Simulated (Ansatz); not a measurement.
Ansatz (an electronic-structure program) input:

Ansatz 0.2 input:
```yaml
crystal:
  lattice:
    - [0.0, 2.6258274876, 2.6258274876]
    - [2.6258274876, 0.0, 2.6258274876]
    - [2.6258274876, 2.6258274876, 0.0]
  atoms:
    - { symbol: Cu, position: [0.0, 0.0, 0.0] }
    - { symbol: Cu, position: [0.25, 0.25, 0.25] }
kpoints:
  mp_grid: { grid: [24, 24, 24] }
hamiltonian:
  xc: r2scan
  pseudopotentials: { kind: paw }
scf:
  occupations: { method: fermi_dirac, width: 0.1 }
elastic: { mode: relaxed_ion, stencil: two_point, amplitude: 0.005, f_tol: 0.0005 }
```

Output (shortened):

```
Pseudopotential: Cu, paw, valence charge 19
Functional definition: r2SCAN
Crystal: 2 atoms, lattice volume = 36.210 Å³
Basis set: ecut = 500 eV, 941 PW (Γ), exchange–correlation on 120×120×120 points (64 copies of the dense FFT grid, shifted against one another)
Bands: 23, of which v1, the nominal top of the filled ones, is band 19 counted from 1 (18 counted from 0)
Symmetry: 48 space group operations
Space group: Fd-3m (ITA 227), of the structure as read, at distance tolerance 3.3e-5 Å
k-points: 413 of 13824
SCF 1 converged in 12 iterations: F = -13260.233666 eV  dr2 = 3.18e-14
Crystal: 2 atoms, lattice volume = 36.210 Å³
SCF 2 converged in 2 iterations: F = -13260.233666 eV  dr2 = 6.82e-15
Crystal: 2 atoms, lattice volume = 36.029 Å³
Basis set: ecut = 500 eV, 925 PW (Γ), exchange–correlation on 120×120×120 points (64 copies of the dense FFT grid, shifted against one another)
Symmetry: 16 space group operations
k-points: 1063 of 13824
SCF 3 converged in 11 iterations: F = -13260.233602 eV  dr2 = 9.60e-14
Crystal: 2 atoms, lattice volume = 36.391 Å³
SCF 4 converged in 10 iterations: F = -13260.233453 eV  dr2 = 1.48e-14
Crystal: 2 atoms, lattice volume = 36.210 Å³
Symmetry: 8 space group operations
k-points: 1963 of 13824
SCF 5 converged in 14 iterations: F = -13260.233566 eV  dr2 = 1.70e-14
relax step   1: F+E_penalty+E_count = -13260.23356587 eV  Δ(F+E_penalty+E_count) = +0.000e0 eV  max|allowed force component| = 5.250e-2 eV/Å  Δτ_max = 0.0000 Å  (14 SCF iters, accepted)
Crystal: 2 atoms, lattice volume = 36.210 Å³
SCF 6 converged in 11 iterations: F = -13260.233668 eV  dr2 = 7.01e-14
relax step   2: F+E_penalty+E_count = -13260.23366787 eV  Δ(F+E_penalty+E_count) = -1.020e-4 eV  max|allowed force component| = 3.564e-2 eV/Å  Δτ_max = 0.0012 Å  (11 SCF iters, accepted)
Crystal: 2 atoms, lattice volume = 36.210 Å³
SCF 7 converged in 13 iterations: F = -13260.233755 eV  dr2 = 3.67e-14
relax step   3: F+E_penalty+E_count = -13260.23375504 eV  Δ(F+E_penalty+E_count) = -8.716e-5 eV  max|allowed force component| = 4.339e-6 eV/Å  Δτ_max = 0.0024 Å  (13 SCF iters, accepted)
Crystal: 2 atoms, lattice volume = 36.210 Å³
SCF 8 converged in 2 iterations: F = -13260.233755 eV  dr2 = 2.84e-14
Crystal: 2 atoms, lattice volume = 36.210 Å³
SCF 9 converged in 14 iterations: F = -13260.233566 eV  dr2 = 1.70e-14
relax step   1: F+E_penalty+E_count = -13260.23356587 eV  Δ(F+E_penalty+E_count) = +0.000e0 eV  max|allowed force component| = 5.250e-2 eV/Å  Δτ_max = 0.0000 Å  (14 SCF iters, accepted)
Crystal: 2 atoms, lattice volume = 36.210 Å³
SCF 10 converged in 13 iterations: F = -13260.233755 eV  dr2 = 7.32e-14
relax step   2: F+E_penalty+E_count = -13260.23375504 eV  Δ(F+E_penalty+E_count) = -1.892e-4 eV  max|allowed force component| = 2.026e-6 eV/Å  Δτ_max = 0.0036 Å  (13 SCF iters, accepted)
Crystal: 2 atoms, lattice volume = 36.210 Å³
SCF 11 converged in 2 iterations: F = -13260.233755 eV  dr2 = 5.32e-14
SCF converged after 2 iterations
Free energy (F): -13260.233666 eV
Harris-Foulkes:  -13260.233666 eV  (|F-HF|=3.64e-12)
Internal energy: -13260.209205 eV  (E = F + TS)
E sigma→0 (E₀):  -13260.221436 eV
Entropy (-TS):   -0.024461 eV (-12.230 meV/atom)
Fermi energy:    9.093558 eV
--- Per-component energies (eV) ---
  E_band       = -1037.806938
  E_kinetic    = 599.315672
  E_local      = -10382.771893  (includes V_loc(G=0)·N_el)
  E_nonlocal   = 798.978626
  E_hartree    = 4584.928027
  E_xc         = -163.915892
  E_vxc        = -244.074346  (∫ρ·V_xc dr)
  E_paw        = -3364.100459  (= ΣΔE_a)
  E_vpaw       = -996.889188  (= ΣTr[D̂ρ^β])
  E_aug_tail   = 0.000290  (compensation charges beyond the density's cutoff)
  E_vtau       = 17.777842  (kinetic-family band-sum trace: ∫τ·v_τ [+ j·A + Jᵃ·Aᵃ] dr)
  E_ewald      = -5332.041360
  E_core_change = -0.602216  (= ΣΔE_core)
  E_smearing   = -0.024461  (= −TS)
  E_closure    = 0.000000  (closes the sum)
  Σ components = -13260.233666   (vs F -13260.233666, Δ=0.00e0)
--- Forces (eV/Å), atoms counted from 1 ---
  atom   1  Cu     0.00000000     0.00000000     0.00000000
  atom   2  Cu     0.00000000     0.00000000     0.00000000
  max |Σ_I F_I| component: 2.78e-17 eV/Å
--- Stress (GPa, compression-positive) ---
       -0.066524       0.000000       0.000000
        0.000000      -0.066524       0.000000
        0.000000       0.000000      -0.066524
  P = ⅓ Tr σ = -0.0665 GPa (-0.665 kbar)
--- Band table (eV; the first three rows and the last of 413) ---
  k-point 0: bands = ["-106.9295", "-106.8831", "-62.8020", "-62.8020", "-62.8020", "-62.6883", "-62.6883", "-62.6883", "2.3255", "5.8019", "5.8019", "5.8019", "5.8040", "5.8040", "7.0361", "7.0361", "7.0361", "7.7220", "7.7220", "19.5615", "19.5615", "19.5615", "20.4172"]
  k-point 1: bands = ["-106.9294", "-106.8832", "-62.8022", "-62.8022", "-62.8019", "-62.6884", "-62.6881", "-62.6881", "2.3549", "5.7583", "5.7583", "5.8028", "5.8529", "5.8529", "7.0293", "7.0344", "7.0344", "7.7226", "7.7226", "18.8300", "19.3442", "19.3442", "20.6542"]
  k-point 2: bands = ["-106.9289", "-106.8836", "-62.8028", "-62.8028", "-62.8016", "-62.6889", "-62.6876", "-62.6876", "2.4429", "5.7210", "5.7210", "5.8056", "5.9050", "5.9050", "7.0096", "7.0303", "7.0303", "7.7239", "7.7239", "17.7040", "18.9564", "18.9564", "21.0918"]
  k-point 412: bands = ["-106.9062", "-106.9062", "-62.8222", "-62.8222", "-62.7457", "-62.7457", "-62.6687", "-62.6687", "5.4723", "5.4723", "5.9053", "5.9053", "6.4170", "6.4170", "6.6655", "6.6655", "7.8813", "7.8813", "9.7726", "9.7726", "11.3340", "11.3340", "21.8493"]
--- Elastic constants: 2 strain directions × 2 members + reference (group order 48) ---
  dense FFT box of the reference and of every strained cell: 30×30×30
  strains applied: 11, 23; error gains: componentwise 1.00 (the most a stress slope's error grows in a printed constant), spectral 1.73 (1 for all six strains …
  C = ∂σ_k/∂η_j (tension-positive GPa; Voigt order 11 22 33 23 13 12):
        48.895     73.602     73.602      0.000      0.000      0.000
        73.602     48.895     73.602      0.000      0.000      0.000
        73.602     73.602     48.895      0.000      0.000      0.000
         0.000      0.000      0.000    -31.520      0.000      0.000
         0.000      0.000      0.000      0.000    -31.520      0.000
         0.000      0.000      0.000      0.000      0.000    -31.520
  reference stress σ⁰ (GPa):      0.067      0.067      0.067      0.000      0.000      0.000
  moduli (Voigt/Reuss/Hill, GPa): K = 65.37/65.37/65.37   G = -23.85/-19.45/-21.65   E = -73.02   ν = 0.686
  mechanically stable: NO (min eigenvalue of sym C = -31.52 GPa)
  strain η (Voigt 11):  stress-route row diagonal C_11 = 48.89 GPa, energy-path curvature d²(F+E_count+ΔE)/dδ²/Ω₀ = 48.90 GPa
         δ    σ_11 (GPa)             F (eV)   n_scf  n_hpsi   n_pw
    -5.000e-3      -0.1791      -13260.2336023      11  551694    934   relax 0 steps, max|allowed force component| 5.55e-17 eV/Å
     5.000e-3       0.3099      -13260.2334534      10  495152    941   relax 0 steps, max|allowed force component| 5.55e-17 eV/Å
  strain η (Voigt 23):  stress-route row diagonal C_44 = -31.52 GPa, energy-path curvature d²(F+E_count+ΔE)/dδ²/Ω₀ = -31.54 GPa
         δ    σ_23 (GPa)             F (eV)   n_scf  n_hpsi   n_pw
    -5.000e-3       0.1576      -13260.2337550       2  372356    941   relax 3 steps, max|allowed force component| 4.34e-6 eV/Å
     5.000e-3      -0.1576      -13260.2337550       2  372678    941   relax 2 steps, max|allowed force component| 2.03e-6 eV/Å
```

Cost: around 21 core-minutes (rough) on shared cores.

The start of the workflow was typed in or built on a structure type; neither database checked (COD, Materials Project) lists it. It is not the phase usual at ambient conditions (space group No. 225). The cell was relaxed with r²SCAN under the symmetry of its start. At this level the phase is mechanically unstable. No spin polarisation was allowed. As this level gives no gap, shear constants depend on the k-mesh and smearing (Fermi–Dirac, 0.1 eV here).

Potentials: the later of the program's two PAW sets.

Ansatz is a plane-wave DFT program.
